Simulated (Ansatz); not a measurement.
Starting structure, 1 Cl2 a cell, tilted, over a bridge H-H site (HfO2, Fm-3m (No. 225), (1 1 1) face):

```
CELL_PARAMETERS angstrom
7.17414 0.00000 0.00000
-3.58707 6.21299 0.00000
0.00000 0.00000 29.23516
ATOMIC_POSITIONS crystal
O 0.50000 0.50000 0.27364
O 0.50000 0.00000 0.27364
O 0.00000 0.50000 0.27364
O 0.00000 0.00000 0.27364
Hf 0.33333 0.16667 0.29869
Hf 0.33333 0.66667 0.29869
Hf 0.83333 0.16667 0.29869
Hf 0.83333 0.66667 0.29869
O 0.66667 0.33333 0.32373
O 0.66667 0.83333 0.32373
O 0.16667 0.33333 0.32373
O 0.16667 0.83333 0.32373
O 0.83333 0.66667 0.37382
O 0.83333 0.16667 0.37382
O 0.33333 0.66667 0.37382
O 0.33333 0.16667 0.37382
Hf 0.66667 0.33333 0.39887
Hf 0.66667 0.83333 0.39887
Hf 0.16667 0.33333 0.39887
Hf 0.16667 0.83333 0.39887
O 0.00000 0.50000 0.42392
O 0.00000 0.00000 0.42392
O 0.50000 0.50000 0.42392
O 0.50000 0.00000 0.42392
O 0.16776 0.83389 0.47292
O 0.16776 0.33389 0.47292
O 0.66776 0.83389 0.47292
O 0.66776 0.33389 0.47292
Hf 0.99375 0.49659 0.49803
Hf 0.99375 0.99659 0.49803
Hf 0.49375 0.49659 0.49803
Hf 0.49375 0.99659 0.49803
O 0.33827 0.66912 0.52375
O 0.33827 0.16912 0.52375
O 0.83827 0.66912 0.52375
O 0.83827 0.16912 0.52375
O 0.05166 0.52958 0.58532
O 0.05166 0.02958 0.58532
O 0.55166 0.52958 0.58532
O 0.55166 0.02958 0.58532
H 0.02080 0.63919 0.59649
H 0.02080 0.13919 0.59649
H 0.52080 0.63919 0.59649
H 0.52080 0.13919 0.59649
H 0.20158 0.61243 0.57254
H 0.20158 0.11243 0.57254
H 0.70158 0.61243 0.57254
H 0.70158 0.11243 0.57254
Cl 0.27080 0.38919 0.63822
Cl 0.11875 0.28927 0.69816
```

All numbers below come from Ansatz, DFT PBE+D3(BJ), scalar-relativistic, plane waves, PAW. Settings: cutoff 420 eV, Γ-centred mesh 3×3×1 on the computed 50-atom cell, Gaussian smearing of 0.05 eV; no spin polarisation. A dipole correction removes the field between periodic images along c.

Atoms 1, 2, 3, 4, 5, 6, 7, 8, 9, 10, 11, 12, 13, 14, 15, 16, 17, 18, 19, 20, 21, 22, 23, 24 (counted from 1) are held. The cell is fixed. Force threshold 0.04 eV/Å.

```tsv
step	E − E_final (eV)	largest force (eV/Å)
1	1.501	1.823
2	0.968	0.738
3	0.738	0.443
4	0.641	0.325
5	0.606	0.213
6	0.585	0.263
7	0.562	0.163
8	0.534	0.130
9	0.502	0.171
10	0.472	0.311
11	0.443	0.295
12	0.421	0.264
13	0.402	0.235
14	0.384	0.128
15	0.365	0.158
16	0.345	0.213
17	0.323	0.258
18	0.293	0.400
19	0.229	0.587
20	0.149	0.593
21	0.083	0.304
22	0.049	0.329
23	0.027	0.344
24	0.019	0.305
25	0.024	0.613
26	0.008	0.157
27	0.003	0.123
28	0.002	0.050
29	0.001	0.042
30	0.000	0.021
```

Task: What is the final structure?

Result:
```yaml
crystal:
  lattice:
    - [7.17414, 0.00000, 0.00000]
    - [-3.58707, 6.21299, 0.00000]
    - [0.00000, 0.00000, 29.23516]
  atoms:
    - { symbol: O, position: [0.50000, 0.50000, 0.27364] }
    - { symbol: O, position: [0.50000, 0.00000, 0.27364] }
    - { symbol: O, position: [0.00000, 0.50000, 0.27364] }
    - { symbol: O, position: [0.00000, 0.00000, 0.27364] }
    - { symbol: Hf, position: [0.33333, 0.16667, 0.29869] }
    - { symbol: Hf, position: [0.33333, 0.66667, 0.29869] }
    - { symbol: Hf, position: [0.83333, 0.16667, 0.29869] }
    - { symbol: Hf, position: [0.83333, 0.66667, 0.29869] }
    - { symbol: O, position: [0.66667, 0.33333, 0.32373] }
    - { symbol: O, position: [0.66667, 0.83333, 0.32373] }
    - { symbol: O, position: [0.16667, 0.33333, 0.32373] }
    - { symbol: O, position: [0.16667, 0.83333, 0.32373] }
    - { symbol: O, position: [0.83333, 0.66667, 0.37382] }
    - { symbol: O, position: [0.83333, 0.16667, 0.37382] }
    - { symbol: O, position: [0.33333, 0.66667, 0.37382] }
    - { symbol: O, position: [0.33333, 0.16667, 0.37382] }
    - { symbol: Hf, position: [0.66667, 0.33333, 0.39887] }
    - { symbol: Hf, position: [0.66667, 0.83333, 0.39887] }
    - { symbol: Hf, position: [0.16667, 0.33333, 0.39887] }
    - { symbol: Hf, position: [0.16667, 0.83333, 0.39887] }
    - { symbol: O, position: [0.00000, 0.50000, 0.42392] }
    - { symbol: O, position: [0.00000, 0.00000, 0.42392] }
    - { symbol: O, position: [0.50000, 0.50000, 0.42392] }
    - { symbol: O, position: [0.50000, 0.00000, 0.42392] }
    - { symbol: O, position: [0.18099, 0.86891, 0.47693] }
    - { symbol: O, position: [0.16964, 0.31206, 0.47622] }
    - { symbol: O, position: [0.66869, 0.84511, 0.47363] }
    - { symbol: O, position: [0.66030, 0.32076, 0.47003] }
    - { symbol: Hf, position: [0.99780, 0.49859, 0.50171] }
    - { symbol: Hf, position: [0.97574, 0.98876, 0.49958] }
    - { symbol: Hf, position: [0.49882, 0.50569, 0.49870] }
    - { symbol: Hf, position: [0.50343, 0.00664, 0.49549] }
    - { symbol: O, position: [0.33184, 0.66443, 0.52009] }
    - { symbol: O, position: [0.42916, 0.21557, 0.53701] }
    - { symbol: O, position: [0.82179, 0.65097, 0.51519] }
    - { symbol: O, position: [0.83152, 0.17790, 0.52785] }
    - { symbol: O, position: [0.01915, 0.59549, 0.58041] }
    - { symbol: O, position: [0.05744, 0.98136, 0.57002] }
    - { symbol: O, position: [0.55945, 0.58857, 0.58838] }
    - { symbol: O, position: [0.69304, 0.00607, 0.60911] }
    - { symbol: H, position: [0.04176, 0.74789, 0.57952] }
    - { symbol: H, position: [0.99338, 0.02492, 0.59404] }
    - { symbol: H, position: [0.59548, 0.73679, 0.59801] }
    - { symbol: H, position: [0.63485, 0.07153, 0.62941] }
    - { symbol: H, position: [0.14784, 0.60808, 0.59449] }
    - { symbol: H, position: [0.30916, 0.14915, 0.55983] }
    - { symbol: H, position: [0.69687, 0.59088, 0.58856] }
    - { symbol: H, position: [0.74722, 0.09870, 0.58086] }
    - { symbol: Cl, position: [0.41745, 0.30918, 0.64933] }
    - { symbol: Cl, position: [0.30278, 0.05224, 0.69348] }
```

The end is the local minimum or symmetric point that this start leads to. Slab atoms move by up to 1.5 Å, so the face has restacked or been rebuilt, and the fall in energy includes that. The slab is only 7.3 Å thick, so the energy isn't converged with thickness.

Spin–orbit coupling is left out, which can shift energies with elements as heavy as these.

The reference crystal is the fluorite-type form of HfO2, which isn't its usual structure.

Cost: 1 run of about 2.9 core-hours, on Intel Xeon Platinum 8259CL (Skylake/Cascade Lake) (shared hosts).